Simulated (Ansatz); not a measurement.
Here is the system:

LuAg$_{4}$:
```cif
data_Ag8Lu2
_chemical_formula_sum 'Lu2 Ag8'
_space_group_name_H-M_alt 'I4/m'
_space_group_IT_number 87
_space_group_name_Hall '-I 4'
_cell_length_a 6.71483
_cell_length_b 6.71483
_cell_length_c 4.12819
_cell_angle_alpha 90.000
_cell_angle_beta 90.000
_cell_angle_gamma 90.000
loop_
_atom_site_label
_atom_site_type_symbol
_atom_site_symmetry_multiplicity
_atom_site_Wyckoff_symbol
_atom_site_fract_x
_atom_site_fract_y
_atom_site_fract_z
_atom_site_occupancy
Lu1 Lu 2 a 0.00000 0.00000 0.00000 1
Ag1 Ag 8 h 0.19616 0.40220 0.00000 1
```
(The calculation used a cell of 5 atoms; values per cell refer to that cell.)

This is the r²SCAN-relaxed structure.

Task: All from plane-wave PAW r²SCAN (Ansatz code), unless another level is named. Estimate the density of states at the Fermi level.

Result: 0.31 states/eV per atom (mean over ±0.08 eV).

Task: Predict the formation energy from the elements (no fitted shifts).

Result: -0.21 eV/atom.

The first step of the workflow began from a Materials Project structure, measured or hypothetical; the Crystallography Open Database files this formula in space group No. 87, but the cells were not matched. Its standing as an ambient phase is unchecked. The cell was relaxed with r²SCAN under the symmetry of its start; its stability against distortions is not shown here. The run is not spin-polarised. The references are the lowest solids computed at this level, not always the standard phases. Scalar-relativistic: spin–orbit coupling is off unless named, which matters more the heavier the elements.

Potentials: the later of the program's two PAW sets.
